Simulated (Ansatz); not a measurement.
Given:

Zr$_{3}$Ga$_{5}$:
```cif
data_Ga10Zr6
_chemical_formula_sum 'Zr6 Ga10'
_space_group_name_H-M_alt 'P 1'
_space_group_IT_number 1
_cell_length_a 5.68070
_cell_length_b 5.68070
_cell_length_c 9.01690
_cell_angle_alpha 90.000
_cell_angle_beta 90.000
_cell_angle_gamma 77.370
loop_
_space_group_symop_operation_xyz
  'x, y, z'
loop_
_atom_site_label
_atom_site_type_symbol
_atom_site_fract_x
_atom_site_fract_y
_atom_site_fract_z
_atom_site_occupancy
Zr1 Zr 0.70419 0.70419 0.00000 1
Zr2 Zr 0.29581 0.29581 0.00000 1
Zr3 Zr 0.29581 0.29581 0.50000 1
Zr4 Zr 0.70419 0.70419 0.50000 1
Zr5 Zr 0.85883 0.14117 0.25000 1
Zr6 Zr 0.14117 0.85883 0.75000 1
Ga1 Ga 0.41926 0.99646 0.25000 1
Ga2 Ga 0.58074 0.00354 0.75000 1
Ga3 Ga 0.99646 0.41926 0.75000 1
Ga4 Ga 0.00354 0.58074 0.25000 1
Ga5 Ga 0.47832 0.52168 0.25000 1
Ga6 Ga 0.52168 0.47832 0.75000 1
Ga7 Ga 0.18223 0.81777 0.05112 1
Ga8 Ga 0.81777 0.18223 0.94888 1
Ga9 Ga 0.81777 0.18223 0.55112 1
Ga10 Ga 0.18223 0.81777 0.44888 1
```

This is the r²SCAN-relaxed structure.

Question: All from r²SCAN (plane waves, PAW; program Ansatz), unless another level is named. Estimate the formation energy from the elements (no fitted shifts).

Answer: -0.68 eV/atom.

Question: Predict the density of states at the Fermi level.

Answer: 0.34 states/eV per atom (mean over ±0.08 eV).

Space group Cmcm. The workflow started from a Materials Project entry (that database holds measured and hypothetical structures alike); the Crystallography Open Database copy checked does not list it. Its standing as an ambient phase is unchecked. Symmetry was held in the r²SCAN relaxation; its stability against distortions is not shown here. The run is not spin-polarised. The references are the lowest solids computed at this level, not always the standard phases. Scalar-relativistic: spin–orbit coupling is off unless named, which matters more the heavier the elements.

Potentials: the earlier of the program's two PAW sets.
